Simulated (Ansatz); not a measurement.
Relaxed-ion elastic tensor of HfB2 in space group P6/mmm (No. 191; Hf on 1a, B on 2d) in GPa (Voigt order), plane-wave PAW PBE (Ansatz code); density 11.12 g/cm³, 9.96 Å³ per atom.

```
 596  64.6   121   0.0   0.0   0.0
64.6   596   121   0.0   0.0   0.0
 121   121   444   0.0   0.0   0.0
 0.0   0.0   0.0   258   0.0   0.0
 0.0   0.0   0.0   0.0   258   0.0
 0.0   0.0   0.0   0.0   0.0   266
```

**Question.** Is the crystal mechanically stable?

**Answer.** Yes: the smallest eigenvalue of C is 258 GPa.

**Question.** Work out the Voigt, Reuss and Hill averages.

**Answer.** K_V = 250, K_R = 248, K_H = 249; G_V = 245, G_R = 239, G_H = 242 GPa.

**Question.** Give Young's modulus, Poisson's ratio, Pugh's ratio and the universal anisotropy index.

**Answer.** E = 9KG/(3K + G) = 548 GPa; ν = 0.13; K/G = 1.03 (brittle by the Pugh limit of 1.75); A_U = 5G_V/G_R + K_V/K_R − 6 = 0.14.

**Question.** Estimate the sound speeds and the Debye temperature.

**Answer.** v_l = √((K + 4G/3)/ρ) = 7170 m/s, v_t = √(G/ρ) = 4660 m/s, mean 5120 m/s; Θ = (h/k)(3n/4πV)^(1/3) v_m = 708 K.

**Question.** How much does each axis shrink under pressure?

**Answer.** Linear compressibilities β_i = Σ_j S_ij (j = 1 to 3): x 1.2, y 1.2, z 1.6 per TPa.

The cell was relaxed with PBE under the symmetry of its start; of distortions, only those at the zone centre were tested. The run is not spin-polarised. As this level gives no gap, shear constants depend on the k-mesh and smearing (Fermi–Dirac, 0.1 eV here). Scalar-relativistic: spin–orbit coupling is off unless named, which matters more the heavier the elements.

Potentials: the later of the program's two PAW sets.
